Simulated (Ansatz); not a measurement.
An elastic tensor (GPa, Voigt order, standard axes) from PBEsol (plane waves, PAW; program Ansatz):

```
97.1   107   107   0.0   0.0   0.0
 107  97.1   107   0.0   0.0   0.0
 107   107  97.1   0.0   0.0   0.0
 0.0   0.0   0.0  64.8   0.0   0.0
 0.0   0.0   0.0   0.0  64.8   0.0
 0.0   0.0   0.0   0.0   0.0  64.8
```

### Question
Which of these materials gives this?
A) InPd3, Cu3Au type
B) MgPd, CsCl type
C) MgTe, zinc blende
D) LaHg, CsCl type

### Answer
B, MgPd, CsCl type

Space group Pm-3m (CsCl type). The first step of the workflow began from a Materials Project structure, measured or hypothetical; the Crystallography Open Database files this formula in space group No. 221, but the cells were not matched. Whether it is the stable phase at ambient conditions was not checked. Symmetry was held in the PBEsol relaxation. At this level the phase is mechanically unstable. No spin polarisation was allowed. As this level gives no gap, shear constants depend on the k-mesh and smearing (Fermi–Dirac, 0.1 eV here).

Potentials: the later of the program's two PAW sets.
